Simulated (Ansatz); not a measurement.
CaAg2Ge2:
Space group I4/mmm (No. 139); a = b = 4.318 Å, c = 10.923 Å, α = β = γ = 90.00°

```csv
atom,site,symmetry,x,y,z
Ag,4d,-4m2,0.0000,0.5000,0.2500
Ge,4e,4mm,0.0000,0.0000,0.3903
Ca,2a,4/mmm,0.0000,0.0000,0.0000
```
(The calculation used a cell of 5 atoms; values per cell refer to that cell.)

Relaxed at zero pressure with r²SCAN (plane waves, PAW; program Ansatz).

The volume is lowered by 6 % and shape and atoms relax at that volume. What pressure results, and how do the axes share the change?

5.3 GPa; a -2.4 %, b -2.4 %, c -1.3 %; the energy rises by 19 meV/atom.

Give the new structure.


Space group I4/mmm (No. 139); a = b = 4.215 Å, c = 10.778 Å, α = β = γ = 90.00°

```
atom  site  symmetry       x       y       z
----  ----  --------  ------  ------  ------
Ag      4d      -4m2  0.0000  0.5000  0.2500
Ge      4e       4mm  0.0000  0.0000  0.3911
Ca      2a     4/mmm  0.0000  0.0000  0.0000
```

The phase is kept; no other phase was compared at this pressure.

The workflow started from an entry of the Crystallography Open Database (COD). Its standing as an ambient phase is unchecked. Symmetry was held in the r²SCAN relaxation; its stability against distortions is not shown here. The run is not spin-polarised.

Potentials: the later of the program's two PAW sets.
